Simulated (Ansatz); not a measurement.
input.yaml (Ansatz)

```yaml
crystal:
  lattice:
    - [4.7245907004, 0.0, 0.0]
    - [-2.3622953502, 4.091615569, 0.0]
    - [0.0, 0.0, 2.8047256483]
  atoms:
    - { symbol: Pd, position: [0.0, 1.0, 1.0] }
    - { symbol: Pd, position: [0.3333333333, 0.6666666667, 0.5] }
    - { symbol: Pd, position: [0.6666666667, 0.3333333333, 0.5] }
hamiltonian:
  xc: blyp
  pseudopotentials:
    kind: paw
    azcp:
      Pd: "pseudopotentials/Pd.paw.azcp"
basis:
  ecutwfc: 420
  fft_grid_basis: typed
kpoints:
  mp_grid: { grid: [9, 9, 13], shift: [0, 0, 0] }
magnetization:
  spin_polarized: false
scf:
  occupations: { method: fermi_dirac, width: 0.1 }
  lower_state_search: "off"
output:
  stress: true
```

and its output:

```
Engine: ansatz 0.2.0, aarch64-unknown-linux-gnu
Pseudopotentials: kind: paw
Pseudopotential: Pd, paw, valence charge 18, recommended cutoff 420 eV (normal) 
Functional definition: BLYP
  parameter beta = 0.0042
  parameter a = 0.04918
  parameter b = 0.132
  parameter c = 0.2533
  parameter d = 0.349
  exchange = b88_x(beta = beta)
  correlation = lyp_c(a = a, b = b, c = c, d = d)
Crystal: 3 atoms, lattice volume = 54.219 Å³
Basis set: ecut = 420 eV, 1047 PW (Γ), exchange–correlation on 64×64×40 points (8 copies of the dense FFT grid, shifted against one another)
Bands: 31, of which v1, the nominal top of the filled ones, is band 27 counted from 1 (26 counted from 0)
Symmetry: 24 space group operations
Space group: P6/mmm (ITA 191), of the structure as read, at distance tolerance 3.8e-5 Å
k-points: 84 of 1053
Non-local potential: Pd, projectors of the file, l = 0: 2, l = 1: 2, l = 2: 2, l = 3: 1
PAW form: soft (Blöchl's): semilocal exchange-correlation on the pseudo side does not see the compensation charge
PAW frozen core: Pd, regenerated for the run's functional, and the local potential with it (the file was generated under x = pbe(κ = 0.804, μ = 0.2195149727645171), c = pbe(β = 0.06672455060314922))
PAW one-centre angular grid: Pd, 590 points (default); XC on 64 Gauss nodes
Initial density: superposition of atomic densities (neutral atoms: chi_scale 0, normalization atom), corrected by the library's trained network
Initial wavefunctions: pseudopotential atomic-orbital guess
Functional: x = b88, c = lyp
SCF iter   1: F=—  HF=-20962.530497 eV  |F-HF|=—  |Δ(HF+E_count)|=         —  Δρ=1.13e-2  dr2=8.36e-2  ethr=1.77e-3  ⟨swp⟩=5.1  Hψ=9649  notcnv=0
SCF iter   2: F=—  HF=-20962.521107 eV  |F-HF|=—  |Δ(HF+E_count)|=   9.39e-3  Δρ=5.18e-3  dr2=1.81e-2  ethr=1.55e-4  ⟨swp⟩=1.0  Hψ=3276  notcnv=0
SCF iter   3: F=—  HF=-20962.520006 eV  |F-HF|=—  |Δ(HF+E_count)|=   1.10e-3  Δρ=1.39e-3  dr2=1.21e-3  ethr=3.35e-5  ⟨swp⟩=1.4  Hψ=2948  notcnv=0
SCF iter   4: F=—  HF=-20962.520153 eV  |F-HF|=—  |Δ(HF+E_count)|=   1.47e-4  Δρ=2.73e-4  dr2=3.22e-5  ethr=2.23e-6  ⟨swp⟩=2.2  Hψ=3512  notcnv=0
SCF iter   5: F=—  HF=-20962.520189 eV  |F-HF|=—  |Δ(HF+E_count)|=   3.60e-5  Δρ=7.46e-5  dr2=2.73e-6  ethr=5.95e-8  ⟨swp⟩=2.0  Hψ=3570  notcnv=0
SCF iter   6: F=—  HF=-20962.520191 eV  |F-HF|=—  |Δ(HF+E_count)|=   1.68e-6  Δρ=2.57e-5  dr2=4.10e-7  ethr=5.06e-9  ⟨swp⟩=2.0  Hψ=3733  notcnv=0
SCF iter   7: F=-20962.520191 eV  HF=-20962.520191 eV  |F-HF|=4.91e-9  |Δ(HF+E_count)|=   1.40e-7  Δρ=7.60e-6  dr2=3.07e-8  ethr=1.85e-10  ⟨swp⟩=4.0  Hψ=8793  notcnv=0
SCF 1 converged in 7 iterations: F = -20962.520191 eV  dr2 = 3.07e-8
SCF converged after 7 iterations
Free energy (F): -20962.520191 eV
Harris-Foulkes:  -20962.520191 eV  (|F-HF|=4.91e-9)
Internal energy: -20962.314610 eV  (E = F + TS)
E sigma→0 (E₀):  -20962.417401 eV
Entropy (-TS):   -0.205581 eV (-68.527 meV/atom)
Fermi energy:    15.436074 eV
--- Per-component energies (eV) ---
  E_band       = -611.052278
  E_kinetic    = 1536.106646
  E_local      = -6122.005447  (includes V_loc(G=0)·N_el)
  E_nonlocal   = 649.300393
  E_hartree    = 2463.174715
  E_xc         = -494.015463
  E_vxc        = -618.220004  (∫ρ·V_xc dr)
  E_paw        = -11304.635899  (= ΣΔE_a)
  E_vpaw       = -982.590780  (= ΣTr[D̂ρ^β])
  E_aug_tail   = 0.000610  (compensation charges beyond the density's cutoff)
  E_ewald      = -7690.500648
  E_core_change = 0.260483  (= ΣΔE_core)
  E_smearing   = -0.205581  (= −TS)
  E_closure    = 0.000000  (closes the sum)
  Σ components = -20962.520191   (vs F -20962.520191, Δ=0.00e0)
--- Stress (GPa, compression-positive) ---
       -7.727046      -0.000000       0.000000
        0.000000      -7.727046       0.000000
        0.000000       0.000000      -7.750671
  P = ⅓ Tr σ = -7.7349 GPa (-77.349 kbar)
```
